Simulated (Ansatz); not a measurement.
A generated cell, not matched to a known phase here, of Re₂Rh: P6₃/mmc (No. 194), hP6; a = b = 2.738 Å, c = 13.085 Å, α = β = 90.00°, γ = 120.00°; Re 4f (0.667, 0.333, 0.082); Rh 2c (0.333, 0.667, 0.250). Computed with PBEsol (plane waves to 420 eV, PAW, scalar-relativistic; Ansatz, a first-principles code). Element references, the lowest calculated here: Re (P6₃/mmc), Rh (Fm-3m).

### Question
What formation energy of this P6₃/mmc form of Re2Rh from the elements does PBEsol give?

### Answer
-0.10 eV/atom.

A lower structure of this composition may exist, and whether it forms at all is not checked here.

Static energies, no anion corrections, no zero-point energy. Values are rounded to 0.01 eV/atom. Not shown to be the ambient phase of their composition (a lower form may be missing, and a cell relaxed within its start's symmetry can be a saddle point): Re2Rh (P6₃/mmc). Spin-orbit coupling is missing from these energies, which matters for elements this heavy. The compounds carry no spin polarisation.
